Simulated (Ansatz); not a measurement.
One crystal and one scan (scan of one atom of the cell) at two levels, PBE-D3(BJ) (plane waves to 420 eV, PAW, scalar-relativistic; Ansatz, a first-principles code) and PBEsol-D3(BJ) (plane waves to 420 eV, PAW, scalar-relativistic; Ansatz), each from its own relaxed cell and on its own mesh.

The crystal is As (A7 type, space group R-3m); one As atom of a 2-atom cell moves by s along Cartesian z, with its periodic images.

E stands for the smeared free energy. As was relaxed with its symmetry unable to fall. With partly filled bands, energies and forces of such displacements shift with the k mesh and the smearing. Both scans cover s from -0.250 to 0.250 Å.

```
quantity                                                          run 1  run 2
----------------------------------------------------------------  -----  -----
Lattice constant a (Å)                                            3.783  3.745
Lattice constant c (Å)                                            10.11   9.75
Relaxed volume (Å³/atom)                                          20.89  19.75
Energy at s = 0.250 Å (meV/cell)                                    269    260
Force along the line at s = -0.250 Å (eV/Å)                       0.920  0.507
Force constant k = d²E/ds² at s = 0 (finite differences) (eV/Å²)   7.94   7.31
Zone-centre optical wavenumber from k (cm⁻¹)                        240    230
```

Task: Which run is which level?

Result: Run 1 is PBE-D3(BJ), run 2 is PBEsol-D3(BJ). PBE-D3(BJ) gives the higher value for: lattice constant a; lattice constant c; relaxed volume; energy at s = 0.250 Å; force along the line at s = -0.250 Å; force constant k = d²E/ds² at s = 0; zone-centre optical wavenumber from k. Both give the same symmetry of the curve: not even: the positive side lies higher at ±0.250 Å. Neither level is exact: the differences show how much the result hangs on the functional.

(For displaced atoms, the force is minus the slope of the energy, and its curvature is a force constant, which sets phonon frequencies.)
